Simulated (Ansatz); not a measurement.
CaC2:
Space group I4/mmm (No. 139); a = b = 3.8661 Å, c = 6.3929 Å, α = β = γ = 90.00°

```
atom  site  symmetry       x       y       z
----  ----  --------  ------  ------  ------
Ca      2a     4/mmm  0.0000  0.0000  0.0000
C       4e       4mm  0.0000  0.0000  0.4021
```
(The calculation used a cell of 3 atoms; values per cell refer to that cell.)

Relaxed with r²SCAN. Plane-wave PAW r²SCAN (Ansatz code) gives a gap of 1.66 eV.

### Question
What gap does HSE06 give on the same cell (Ansatz, PAW)?

### Answer
2.61 eV, 0.95 eV more. The hybrid was solved on a coarser mesh and at special points; the gap given is the minimum over both.

| k | v1 r²SCAN | c1 r²SCAN | v1 HSE06 | c1 HSE06 |
|---|---|---|---|---|
| Γ | -0.89 | 3.66 | … | … |
| M | 0.00 | 3.81 | … | … |
| X | -1.06 | 1.66 | -1.15 | 2.61 |
| P | -0.41 | 3.78 | … | … |
| N | -0.82 | 5.32 | … | … |
| S0 | -0.40 | 5.56 | -0.41 | 6.64 |
| R | -0.63 | 3.30 | -0.65 | 4.33 |

### Question
Top valence (v1) and lowest conduction level (c1) in eV from each method's valence maximum (which need not be a listed point): supply the withheld HSE06 values.

### Answer

- P, v1 HSE06: -0.47
- P, c1 HSE06: 4.83
- M, v1 HSE06: 0.00
- M, c1 HSE06: 4.78
- Γ, v1 HSE06: -0.68
- Γ, c1 HSE06: 4.77
- N, v1 HSE06: -0.89
- N, c1 HSE06: 6.37

Cost on shared cores: the r²SCAN run (SCF on a 10×10×10 mesh, then bands and DOS) about 30 core-seconds (a rough figure), the HSE06 run (SCF on 7×7×7, then a few points) around 2.6 core-minutes (rough); the tasks are unlike.

The first step of the workflow began from a Materials Project structure, measured or hypothetical; the Crystallography Open Database copy checked does not list it. COD files the formula under space group No. 2. Its standing as an ambient phase is unchecked. The r²SCAN relaxation kept the symmetry of its start; its stability against distortions is not shown here.

Potentials: the later of the program's two PAW sets.
